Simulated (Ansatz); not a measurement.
ZnCdSe₂:
```xyz
4
Lattice="4.1211 0.0000 0.0000 0.0000 4.1211 0.0000 0.0000 0.0000 5.9104" Properties=species:S:1:pos:R:3 pbc="T T T"
Zn     2.0606     2.0606     2.9552
Cd     0.0000     0.0000     0.0000
Se     0.0000     2.0606     4.2953
Se     2.0606     0.0000     1.6151
```

Relaxed with PBEsol. Independent-particle spectrum: no excitons, no local fields, no scissors shift; 0.1 eV broadening; ε₁ of the summed bands alone.

Q: Tabulate the dielectric function from DFT-PBEsol in the program Ansatz with PAW potentials.

A: 

```csv
E (eV),ε₁ xx,ε₂ xx,ε₁ zz,ε₂ zz
0.0,8.17,0.00,8.13,0.00
0.4,8.36,0.00,8.26,0.00
0.8,9.24,0.75,8.93,0.08
1.2,8.63,1.54,9.08,1.34
1.6,8.50,1.76,8.87,1.75
2.0,8.68,1.99,8.99,2.06
2.4,9.19,2.42,9.46,2.51
2.8,10.34,3.58,10.52,3.51
3.2,8.83,6.30,9.68,7.98
3.6,7.34,6.65,6.80,7.09
4.0,6.79,6.54,6.42,6.23
4.4,6.48,6.21,7.41,6.06
4.8,7.75,6.69,9.74,8.36
5.2,7.88,14.78,4.08,15.80
5.6,-0.32,10.19,-1.31,9.28
6.0,-0.24,7.05,-0.07,7.05
6.4,1.23,6.87,0.58,6.89
6.8,-1.03,8.92,-1.50,9.39
7.2,-2.29,7.94,-2.54,6.03
7.6,-3.15,5.58,-2.58,5.05
8.0,-3.07,4.65,-2.24,4.65
8.4,-3.07,3.23,-2.71,3.70
8.8,-2.35,2.26,-2.57,2.62
9.2,-1.73,2.12,-1.86,2.23
9.6,-1.42,1.92,-1.57,1.81
10.0,-1.32,1.77,-1.38,1.67
10.4,-1.13,1.53,-1.14,1.47
10.8,-0.82,1.41,-0.81,1.31
11.2,-0.81,1.55,-0.67,1.54
11.6,-0.97,1.31,-0.94,1.31
12.0,-0.82,1.01,-0.88,1.04
```

Q: From ε at 1.3 eV (xx: 8.57 + 1.60i), find n, k, the normal reflectivity and the absorption coefficient.

A: n = 2.94, k = 0.272, R = 25 %, α = 2kE/ħc = 36000 cm⁻¹.

With all bands, ε∞ without local fields is 8.31 (xx = yy), 8.26 (zz). DFPT, with local fields, gives 7.85 (xx = yy), 7.80 (zz).

Space group P-4m2. The workflow started from a Materials Project entry (that database holds measured and hypothetical structures alike); the Crystallography Open Database copy checked does not list it. Whether it is the stable phase at ambient conditions was not checked. Symmetry was held in the PBEsol relaxation; of distortions, only those at the zone centre were tested. Scalar-relativistic: spin–orbit coupling is off unless named, which matters more the heavier the elements.

Potentials: the later of the program's two PAW sets.
